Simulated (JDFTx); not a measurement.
Input for a modified build of JDFTx: boron monoxide dimer, B2O2 (SMILES O=BB=O), charge 0, multiplicity 1, CANDLE, water, 0.5 M NaCl; lengths in bohr, energies in hartree. The run starts from orbitals saved by an earlier run of the same system.

```
lattice \
  22.6767134955 0.0000000000 0.0000000000 \
  0.0000000000 15.5902405282 0.0000000000 \
  0.0000000000 0.0000000000 15.5902405282
coords-type Cartesian
ion O -3.7744093888 -0.0006772689 0.0000394617 0
ion B -1.5295673146 0.0006772689 -0.0001765805 0
ion B 1.5295055886 0.0004867034 0.0001765805 0
ion O 3.7744093888 -0.0006000344 -0.0001036525 0
ion-species pseudo/o_pbe_v1.2.upf
ion-species pseudo/b_pbe_v1.4.upf
core-overlap-check none
elec-cutoff 20 100
elec-ex-corr gga-x-rpbe gga-c-pbe
symmetries none
elec-n-bands 9
electronic-minimize nIterations 150 energyDiffThreshold 1e-7
fluid LinearPCM
pcm-variant CANDLE
fluid-solvent H2O
fluid-cation Na+ 0.5
fluid-anion Cl- 0.5
fluid-minimize nIterations 400 knormThreshold 1e-11
wavefunction read s0.wfns
dump-name s1.$VAR
dump End State Ecomponents EigStats BandEigs Forces ElecDensity IonicPositions FluidDebug
```

The log closes as follows.

```
[...]
ElecMinimize: Iter:   8  Etot: -37.936873281678032  |grad|_K:  7.646e-07  alpha:  7.124e-01  linmin: -1.455e-02
ElecMinimize: Iter:   9  Etot: -37.936873356528238  |grad|_K:  4.342e-07  alpha:  5.926e-01  linmin:  3.827e-02
ElecMinimize: Iter:  10  Etot: -37.936873378036111  |grad|_K:  1.650e-07  alpha:  5.645e-01  linmin: -1.767e-01
ElecMinimize: Converged (|Delta Etot|<1.000000e-07 for 2 iters).

# Ionic positions in cartesian coordinates:
ion O  -3.774409388800000  -0.000677268900000   0.000039461700000 0
ion O   3.774409388800000  -0.000600034400000  -0.000103652500000 0
ion B  -1.529567314600000   0.000677268900000  -0.000176580500000 0
ion B   1.529505588600000   0.000486703400000   0.000176580500000 0

# Forces in Cartesian coordinates:
force O  -0.040591863059215  -0.000027231301116  -0.000019223148172 0
force O   0.040531299529418  -0.000026874141690   0.000016943686175 0
force B   0.030749716615147   0.000003932639934   0.000014134007984 0
force B  -0.030688926732860   0.000016359646380  -0.000013565861737 0

# Energy components:
   A_diel =       -0.0165848892165809
   Eewald =        5.9644082713027995
       EH =       37.7211863034272810
     Eloc =      -95.9009619657996808
      Enl =        5.3074650844905200
      Exc =      -10.2116587318451728
 Exc_core =        0.8414396848233585
       KE =       18.3578328647813720
-------------------------------------
     Etot =      -37.9368733780361111


	eMin: -0.923804 at state 0 ( [ +0.000000 +0.000000 +0.000000 ] spin 0 )
	HOMO: -0.331050 at state 0 ( [ +0.000000 +0.000000 +0.000000 ] spin 0 )
```

The run took 11 electronic cycles (a count that differs between repeats, as do the digits past 10⁻⁶ Ha); the highest occupied level lies at -9.01 eV from the bulk liquid; the total lies -0.30 eV from the vacuum run at this geometry. The continuum can't coordinate to the solute or react with it.
